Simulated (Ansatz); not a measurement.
ZnCu (CsCl type)

Space group Pm-3m (No. 221); a = b = c = 2.9638 Å, α = β = γ = 90.00°

```json
[
 {"atom": "Zn", "site": "1a", "symmetry": "m-3m", "x": "0.0000", "y": "0.0000", "z": "0.0000"},
 {"atom": "Cu", "site": "1b", "symmetry": "m-3m", "x": "0.5000", "y": "0.5000", "z": "0.5000"}
]
```

The volume is varied about the relaxed value V₀ at fixed cell shape. Symmetry pins the atoms to their sites.

Computed with PBE (plane waves to 420 eV, PAW, scalar-relativistic; Ansatz, an electronic-structure program). k mesh 16×16×16 (Γ-centred), Fermi-Dirac smearing 0.05 eV. Energies are smeared free energies. ZnCu is run without spin polarisation. ZnCu was relaxed with its symmetry unable to fall. The zero of ΔE is the relaxed starting cell.

Estimate the ΔE (kJ/mol of atoms) for V/V₀ = 0.840, 0.920, 0.960, 1.080, 1.120, 1.160.


| V/V₀ | ΔE (kJ/mol of atoms) |
|---|---|
| 0.840 | 16.3 |
| 0.920 | 3.4 |
| 0.960 | 0.8 |
| 1.080 | 2.5 |
| 1.120 | 5.1 |
| 1.160 | 8.5 |

(A scan under strain: stresses follow from slopes of the energy per volume, elastic moduli from its curvatures.)
